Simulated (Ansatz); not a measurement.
The start is a relaxed Co2Si cell, doubled along one cell vector, shaken by Gaussian noise of σ = 0.08 Å a coordinate. The cell and all atomic positions are relaxed at zero pressure with PBEsol (plane waves to 420 eV, PAW, scalar-relativistic; Ansatz, a quantum-chemistry and plane-wave program). The first steps use a coarse 3×6×9 k-mesh.

Starting cell:
```
CELL_PARAMETERS angstrom
      7.45311     0.00000     0.00000
      0.00000     3.72656     0.00000
      0.00000     0.00000     2.59956
ATOMIC_POSITIONS crystal
  Co 0.00027 0.47960 0.50833
  Co 0.50495 0.50221 0.46289
  Co 0.23846 0.97885 0.49572
  Co 0.76017 0.94813 0.52081
  Si 0.26892 0.50189 0.98685
  Si 0.76000 0.47042 0.01548
```
Spin-polarised start, with parallel moments on Co.

### Question
Does it find its way back to the structure it was made from?

### Answer
It returns to the parent structure, P4/mmm (No. 123).

### Question
How do the shortest distances between atoms change?

### Answer
The closest pairs of elements (up to four, under 3.6 Å), start → end: Co–Si 2.15 → 2.27 Å; Co–Co 2.50 → 2.60 Å; Si–Si 2.60 → 2.60 Å.

### Question
What band gap does the relaxed structure have at this level?

### Answer
No gap (metallic).

### Question
What magnetic moments remain?

### Answer
Net 0.38 μB/atom, ferromagnetic.

It ends as:

```cif
data_Co2Si
_chemical_formula_sum 'Co2 Si1'
_space_group_name_H-M_alt 'P4/mmm'
_space_group_IT_number 123
_space_group_name_Hall '-P 4 2'
_cell_length_a 3.72654
_cell_length_b 3.72654
_cell_length_c 2.59956
_cell_angle_alpha 90.000
_cell_angle_beta 90.000
_cell_angle_gamma 90.000
loop_
_atom_site_label
_atom_site_type_symbol
_atom_site_symmetry_multiplicity
_atom_site_Wyckoff_symbol
_atom_site_fract_x
_atom_site_fract_y
_atom_site_fract_z
_atom_site_occupancy
Co1 Co 2 e 0.00000 0.50000 0.50000 1
Si1 Si 1 c 0.50000 0.50000 0.00000 1
```

Final values are on a 13×13×18 k-mesh of the relaxed cell. Spin state reached: ferromagnetic (net 0.38 μB/atom), from parallel starting moments; other spin orders were not run from this start.

The relaxed structure here is a generated cell of Co2Si: the first start was made by a random draw of sites in a space group, and the end was not matched to a known phase here, so it may be hypothetical.
